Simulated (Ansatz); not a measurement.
Input file for Ansatz (a first-principles code):

Ansatz 0.2 input:
```yaml
crystal:
  lattice:
    - [0.0, 5.3008944187, 3.4611909054]
    - [5.2594212506, 0.0, 3.4611909054]
    - [5.2594212506, 5.3008944187, 0.0]
  atoms:
    - { symbol: K, position: [0.2494796089, 0.2494796089, 0.7505203911] }
    - { symbol: K, position: [0.4994796089, 0.4994796089, 0.0005203911] }
    - { symbol: H, position: [0.0259711643, 0.7342725757, 0.3886413216] }
    - { symbol: H, position: [0.7342725757, 0.0259711643, 0.8511149385] }
    - { symbol: H, position: [0.3988850615, 0.8613586784, 0.5157274243] }
    - { symbol: H, position: [0.8613586784, 0.3988850615, 0.2240288357] }
    - { symbol: P, position: [0.7625903055, 0.7625903055, 0.2374096945] }
    - { symbol: P, position: [0.0125903055, 0.0125903055, 0.4874096945] }
    - { symbol: O, position: [0.2187612452, 0.0475522247, 0.5153017819] }
    - { symbol: O, position: [0.0475522247, 0.2187612452, 0.2183847482] }
    - { symbol: O, position: [0.0316152518, 0.7346982181, 0.2024477753] }
    - { symbol: O, position: [0.7346982181, 0.0316152518, 0.0312387548] }
    - { symbol: O, position: [0.7296208701, 0.0248420056, 0.7082175431] }
    - { symbol: O, position: [0.0248420056, 0.7296208701, 0.5373195812] }
    - { symbol: O, position: [0.7126804188, 0.5417824569, 0.2251579944] }
    - { symbol: O, position: [0.5417824569, 0.7126804188, 0.5203791299] }
kpoints:
  mp_grid: { grid: [6, 6, 6] }
hamiltonian:
  xc: pbesol
  pseudopotentials: { azcp: { folder: ./paw }, kind: paw }
scf:
  occupations: { method: fixed }
phonons:
  method: dfpt
  response_accuracy: low
  eigenvectors: true
  rigid_motions: translations
  dielectric: true
```

Output (shortened):

```
Pseudopotential: K, paw, valence charge 9
Pseudopotential: H, paw, valence charge 1
Pseudopotential: P, paw, valence charge 5
Pseudopotential: O, paw, valence charge 6
Functional definition: PBEsol
Crystal: 16 atoms, lattice volume = 192.993 Å³
Basis set: ecut = 420 eV, 3811 PW (Γ), exchange–correlation on 120×120×120 points (8 copies of the dense FFT grid, shifted against one another)
Bands: 56, of which v1, the nominal top of the filled ones, is band 40 counted from 1 (39 counted from 0)
Symmetry: 4 space group operations
k-points: 112 of 216 (irreducible under 1 space group operation, time reversal used)
SCF 1 converged in 12 iterations: F = -9071.735314 eV  dr2 = 3.73e-11
SCF converged after 12 iterations
Free energy (F): -9071.735314 eV
Harris-Foulkes:  -9071.735314 eV  (|F-HF|=5.46e-12)
Internal energy: -9071.735314 eV  (E = F + TS)
E sigma→0 (E₀):  -9071.735314 eV
Fermi energy:    1.985741 eV
--- Per-component energies (eV) ---
  E_band       = -505.813467
  E_kinetic    = 2078.477578
  E_local      = -5112.380494  (includes V_loc(G=0)·N_el)
  E_nonlocal   = 511.057236
  E_hartree    = 1837.622014
  E_xc         = -1019.148864
  E_vxc        = -1230.251357  (∫ρ·V_xc dr)
  E_paw        = -3870.946395  (= ΣΔE_a)
  E_vpaw       = -427.963911  (= ΣTr[D̂ρ^β])
  E_aug_tail   = 0.003187  (compensation charges beyond the density's cutoff)
  E_ewald      = -3497.009844
  E_core_change = 0.590266  (= ΣΔE_core)
  E_smearing   =  0.000000  (= −TS)
  E_closure    = 0.000000  (closes the sum)
  Σ components = -9071.735314   (vs F -9071.735314, Δ=0.00e0)
--- Band table (eV; the first three rows and the last of 112) ---
  k-point 0: bands = ["-24.6789", "-24.6580", "-18.3132", "-17.6274", "-16.2748", "-16.1786", "-15.8392", "-15.1333", "-15.0399", "-14.9418", "-8.3178", "-8.3168", "-8.2902", "-8.2321", "-8.2274", "-8.1928", "-6.7112", "-5.4703", "-4.6980", "-4.3818", …
  k-point 1: bands = ["-24.6777", "-24.6590", "-18.2893", "-17.6768", "-16.2635", "-16.1769", "-15.8041", "-15.1599", "-15.0297", "-14.9461", "-8.3238", "-8.3169", "-8.2882", "-8.2381", "-8.2254", "-8.2046", "-6.6427", "-5.5418", "-4.7409", "-4.4694", …
  k-point 2: bands = ["-24.6749", "-24.6614", "-18.2284", "-17.7854", "-16.2504", "-16.1706", "-15.7179", "-15.2264", "-15.0117", "-14.9515", "-8.3377", "-8.3156", "-8.2919", "-8.2469", "-8.2237", "-8.2190", "-6.4882", "-5.7074", "-4.8042", "-4.5128", …
  k-point 111: bands = ["-24.6730", "-24.6630", "-18.1852", "-17.8511", "-16.2473", "-16.1667", "-15.6620", "-15.2717", "-15.0032", "-14.9530", "-8.3445", "-8.3118", "-8.2996", "-8.2485", "-8.2326", "-8.2163", "-6.3912", "-5.8104", "-4.8252", "-4.5205", …
--- Phonons (Γ-DFPT): 15 representative perturbations + reference, on 112 of 216 k-points (Σ response iterations 55) ---
  ASR residual: 1.462e-4 → 0.000e0 eV/Å²; symmetrization residual: 1.302e-5 eV/Å²
  ASR residual per site (eV/Å²): 1.46e-4 1.46e-4 7.51e-5 7.51e-5 7.51e-5 7.51e-5 2.69e-5 2.69e-5 1.31e-4 1.31e-4 1.31e-4 1.31e-4 1.29e-4 1.29e-4 1.29e-4 1.29e-4
  Γ frequencies (cm⁻¹): 0.00 0.00 0.00 92.77 97.43 105.96 107.32 108.39 111.45 112.41 146.05 147.83 177.03 196.91 208.54 214.95 250.77 298.92 341.47 344.41 375.89 417.20 460.26 490.74 497.67 512.58 581.39 588.44 851.78 885.65 916.23 924.30 930.01 1038.20 …
  ε∞ (high-frequency dielectric tensor):
        2.393336     0.000000     0.000000
        0.000000     2.425883     0.000000
        0.000000     0.000000     2.266699
  ε⁰ (static dielectric tensor: ions relaxed, cell fixed):
       11.072654     0.000000     0.000000
        0.000000    10.219024     0.000000
        0.000000     0.000000     5.653343
  ε⁰ − ε∞ (ionic part):
        8.679318     0.000000     0.000000
        0.000000     7.793141     0.000000
        0.000000     0.000000     3.386644
  softest optical mode at Γ: 92.77 cm⁻¹; the repairs (sum rule, projections) moved no ω² at Γ by more than (13.88 cm⁻¹)²
  Born effective charges Z* (e; rows j = field, columns β = displacement):
    site 0:
         1.14995    0.00448    0.00000
         0.04015    1.15064    0.00000
         0.00000    0.00000    1.35384
    site 1:
         1.14995   -0.00448    0.00000
        -0.04015    1.15064    0.00000
         0.00000    0.00000    1.35384
    site 2:
         1.30690    1.03665    0.05730
         1.03222    1.31767    0.05910
         0.35599    0.35849    0.27190
    site 3:
         1.30690    1.03665   -0.05730
         1.03222    1.31767   -0.05910
        -0.35599   -0.35849    0.27190
    site 4:
         1.30690   -1.03665   -0.05730
        -1.03222    1.31767    0.05910
        -0.35599    0.35849    0.27190
    site 5:
         1.30690   -1.03665    0.05730
        -1.03222    1.31767   -0.05910
         0.35599   -0.35849    0.27190
    site 6:
         3.05071    0.43189    0.00000
        -0.58431    3.10714    0.00000
         0.00000    0.00000    3.05942
    site 7:
         3.05071   -0.43189    0.00000
         0.58431    3.10714    0.00000
         0.00000    0.00000    3.05942
    site 8:
        -1.39560    0.43046    0.01695
         0.14241   -2.05097   -0.45702
         0.06407   -0.57300   -1.25246
    site 9:
        -1.39560    0.43046   -0.01695
         0.14241   -2.05097    0.45702
        -0.06407    0.57300   -1.25246
    site 10:
        -1.39560   -0.43046   -0.01695
        -0.14241   -2.05097   -0.45702
        -0.06407   -0.57300   -1.25246
    site 11:
        -1.39560   -0.43046    0.01695
        -0.14241   -2.05097    0.45702
         0.06407    0.57300   -1.25246
    site 12:
        -2.01163   -0.27874    0.54915
        -0.54739   -1.39559    0.00473
         0.63767    0.08658   -1.22606
    site 13:
        -2.01163   -0.27874   -0.54915
        -0.54739   -1.39559   -0.00473
        -0.63767   -0.08658   -1.22606
    site 14:
        -2.01163    0.27874   -0.54915
         0.54739   -1.39559    0.00473
        -0.63767    0.08658   -1.22606
    site 15:
        -2.01163    0.27874    0.54915
         0.54739   -1.39559   -0.00473
         0.63767   -0.08658   -1.22606
  Z* charge neutrality: 1.983e-5 e pre-enforcement
  k-mesh period / interband length: 37.8 Å / 0.99 Å = 38.32 at k = (0.0000, 0.0000, 0.0000), direct gap 5.657 eV — 14 or more, which is no proof of convergence
  optical modes at Γ without the LO–TO term, one row a degenerate level:
      ω (cm⁻¹)  modes    IR ((D/Å)²/amu)
         92.77      1             0.0263
         97.43      1             0.4111
        105.96      1             1.3696
        107.32      1             1.7285
        108.39      1             0.0000
        111.45      1             1.4023
        112.41      1             1.0563
        146.05      1             1.9322
        147.83      1             0.0000
        177.03      1             0.1891
        196.91      1             2.2147
        208.54      1             0.0000
        214.95      1            11.4789
        250.77      1             6.9640
        298.92      1            18.2152
        341.47      1             5.9781
        344.41      1             0.0000
        375.89      1             0.0100
        417.20      1            27.0254
        460.26      1             0.0000
        490.74      1             1.2458
        497.67      1             0.1150
        512.58      1             9.2963
        581.39      1             3.1024
        588.44      1             0.0000
        851.78      1             0.0000
        885.65      1             9.4819
        916.23      1            20.5371
        924.30      1            28.0859
        930.01      1            30.1739
       1038.20      1             0.3029
       1043.34      1             0.0000
       1049.86      1            57.7234
       1125.37      1             0.0000
       1139.27      1             9.5268
       1154.21      1             4.8586
       1156.79      1             1.8630
       1298.92      1             3.1555
       1302.09      1             0.0000
       1305.69      1            14.2294
       1312.87      1            10.7820
       1806.50      1           190.1993
       1819.72      1             9.4368
       1822.58      1           204.5624
       2046.99      1             0.0000
  optical modes at Γ + LO–TO along q̂ = [1.0000, 0.0000, 0.0000]:
      ω (cm⁻¹)  modes    IR ((D/Å)²/amu)
         92.77      1             0.0263
         98.41      1             0.0039
        107.32      1             1.7285
        108.37      1             0.0057
        108.39      1             0.0000
        112.41      1             1.0563
        125.45      1             0.2226
        146.05      1             1.9322
        147.83      1             0.0000
        177.78      1             0.0174
        196.91      1             2.2147
        208.54      1             0.0000
        214.95      1            11.4789
        250.77      1             6.9640
        335.00      1             1.0981
        341.47      1             5.9781
        344.41      1             0.0000
        375.89      1             0.0100
        460.26      1             0.0000
        479.70      1             2.5451
        490.74      1             1.2458
        497.67      1             0.1150
        581.39      1             3.1024
        586.16      1            16.6252
        588.44      1             0.0000
        851.78      1             0.0000
        885.65      1             9.4819
        916.23      1            20.5371
        924.30      1            28.0859
        989.42      1            18.5065
       1039.24      1             0.7073
       1043.34      1             0.0000
       1049.86      1            57.7234
       1125.37      1             0.0000
       1139.27      1             9.5268
       1156.79      1             1.8630
       1163.01      1             3.9169
       1298.92      1             3.1555
       1302.09      1             0.0000
       1305.69      1            14.2294
       1328.18      1             6.9329
       1806.50      1           190.1993
       1819.72      1             9.4368
       2046.99      1             0.0000
       2098.97      1           258.0073
  optical modes at Γ + LO–TO along q̂ = [0.0000, 1.0000, 0.0000]:
      ω (cm⁻¹)  modes    IR ((D/Å)²/amu)
         92.86      1             0.0005
         97.43      1             0.4111
        105.96      1             1.3696
        108.39      1             0.0000
        110.11      1             0.0055
        111.45      1             1.4023
        123.79      1             0.1708
        146.05      1             1.9322
        147.83      1             0.0000
        177.03      1             0.1891
        199.59      1             0.0213
        208.54      1             0.0000
        250.77      1             6.9640
        289.14      1             4.7998
        298.92      1            18.2152
        341.47      1             5.9781
        344.41      1             0.0000
        375.89      1             0.0100
        417.20      1            27.0254
        460.26      1             0.0000
        490.74      1             1.2458
        497.99      1             0.0420
        512.58      1             9.2963
        588.44      1             0.0000
        588.49      1             1.0603
        851.78      1             0.0000
        885.65      1             9.4819
        916.23      1            20.5371
        930.01      1            30.1739
        949.87      1             3.5000
       1038.20      1             0.3029
       1043.34      1             0.0000
       1125.37      1             0.0000
       1135.71      1            17.6428
       1139.27      1             9.5268
       1154.21      1             4.8586
       1168.11      1            12.6055
       1298.92      1             3.1555
       1302.09      1             0.0000
       1312.87      1            10.7820
       1330.91      1            13.8324
       1819.72      1             9.4368
       1822.58      1           204.5624
       2046.99      1             0.0000
       2074.91      1           258.1420
  optical modes at Γ + LO–TO along q̂ = [0.0000, 0.0000, 1.0000]:
      ω (cm⁻¹)  modes    IR ((D/Å)²/amu)
         92.77      1             0.0263
         97.43      1             0.4111
        105.96      1             1.3696
        107.32      1             1.7285
        108.39      1             0.0000
        111.45      1             1.4023
        112.41      1             1.0563
        147.83      1             0.0000
        158.48      1             0.2991
        177.03      1             0.1891
        196.91      1             2.2147
        208.54      1             0.0000
        214.95      1            11.4789
        283.48      1             1.5012
        298.92      1            18.2152
        344.41      1             0.0000
        375.71      1             0.0759
        386.96      1             6.1400
        417.20      1            27.0254
        460.26      1             0.0000
        497.67      1             0.1150
        497.75      1             1.5765
        512.58      1             9.2963
        581.39      1             3.1024
        588.44      1             0.0000
        851.78      1             0.0000
        893.24      1             0.6577
        924.30      1            28.0859
        930.01      1            30.1739
        980.19      1            23.1918
       1038.20      1             0.3029
       1043.34      1             0.0000
       1049.86      1            57.7234
       1125.37      1             0.0000
       1154.21      1             4.8586
       1156.79      1             1.8630
       1166.62      1            16.5516
       1302.09      1             0.0000
       1305.69      1            14.2294
       1307.33      1             6.3040
       1312.87      1            10.7820
       1806.50      1           190.1993
       1822.58      1           204.5624
       1833.92      1            11.9703
       2046.99      1             0.0000
```

Cost: about 30 core-minutes (a rough figure) on shared cores.

Space group Fdd2. The first step of the workflow began from a Materials Project structure, measured or hypothetical; the Crystallography Open Database files this formula in space group No. 43, but the cells were not matched. Its standing as an ambient phase is unchecked. The PBEsol relaxation kept the symmetry of its start; its stability against distortions is not shown here.

Potentials: the earlier of the program's two PAW sets. The files were generated under PBE; for other functionals the program regenerates the frozen cores, and for LDA and PBEsol the local potential too.

Ansatz is a plane-wave DFT program.
